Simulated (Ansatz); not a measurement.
SnGeO3:
```
SnGeO3
1.0
    3.60176     0.00000     0.00000
    0.00000     3.60176     0.00000
    0.00000     0.00000     4.56453
Ge Sn O
1 1 3
Direct
  0.50000   0.50000   0.49233
  0.00000   0.00000   0.02220
  0.50000   0.50000   0.87226
  0.50000   0.00000   0.35960
  0.00000   0.50000   0.35960
```

This is the LDA-relaxed structure.

Q: All from DFT-LDA in the program Ansatz with PAW potentials, unless another level is named. Predict the electronic character.

A: metallic (no gap).

Q: Predict the formation energy from the elements (no fitted shifts).

A: -1.47 eV/atom.

Q: Next, the density of states at the Fermi level?

A: 0.10 states/eV per atom (mean over ±0.08 eV).

Space group P4mm. The cell is a constructed one: a structure type filled with these elements; neither database checked (COD, Materials Project) lists it. Its standing as an ambient phase is unchecked. The LDA relaxation kept the symmetry of its start; whether a distortion lowers the energy is not shown. The references are the lowest solids computed at this level, not always the standard phases (solids in place of the gases). Scalar-relativistic: spin–orbit coupling is off unless named, which matters more the heavier the elements.

Potentials: the later of the program's two PAW sets.
